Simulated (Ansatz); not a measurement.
NaCl (rock salt, space group No. 225), DFT-LDA in the program Ansatz with PAW potentials, all energies at zero smearing, with the estimated change up to a 700 eV cutoff added, with one set of potentials and settings (totals compare only within such a set). Cell of 2 atoms (1 Na, 1 Cl): -2514.334 eV.

```tsv
element	reference phase	E (eV/atom)
Na	Fm-3m, 1 atoms in the cell	-1466.6103
Cl	Cmce, 4 atoms in the cell	-1044.0605
```

Formation energy per atom, worked out: (-2514.334 − 1×(-1466.6103) − 1×(-1044.0605))/2 = -1.832 eV/atom (-177 kJ per mol of atoms), at 0 K, without zero-point energy or fitted corrections.

The LDA relaxation kept the symmetry of its start. The references are the lowest solids computed at this level, not always the standard phases (solids in place of the gases).

Potentials: the earlier of the program's two PAW sets. The files were generated under PBE; for other functionals the program regenerates the frozen cores, and for LDA and PBEsol the local potential too.
